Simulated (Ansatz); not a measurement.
A: Ir (fcc, Cu type), a = b = c = 3.871 Å, α = β = γ = 90.00°
B: Rh (fcc, Cu type), a = 3.830 Å, b = 3.830 Å, c = 3.830 Å, α = 90.00°, β = 90.00°, γ = 90.00°
C: BeSe (zinc blende), a = b = c = 5.178 Å, α = β = γ = 90.00°
D: FeCo (CsCl type), a = b = c = 2.8451 Å, α = β = γ = 90.00°

Scan: energy against volume (even scaling of the relaxed cell, symmetry kept). All come from one method, each on a k mesh of its own. All were relaxed with their symmetry unable to fall. Ir is run without spin polarisation. Relaxed FeCo ends ferromagnetic. Rh is run without spin polarisation. Spin-orbit coupling is left out. Other magnetic orders were not checked, so this need not be the ground state. (This holds for the magnetic or f-shell members.)

**Question.** Put the candidates in order of bulk modulus (fitted), lowest first, for PBE (plane waves to 420 eV, PAW, scalar-relativistic; Ansatz, an electronic-structure program).

**Answer.** C (75.1 GPa), D (191 GPa), B (256 GPa), A (346 GPa)

(A scan under strain: stresses follow from slopes of the energy per volume, elastic moduli from its curvatures.)
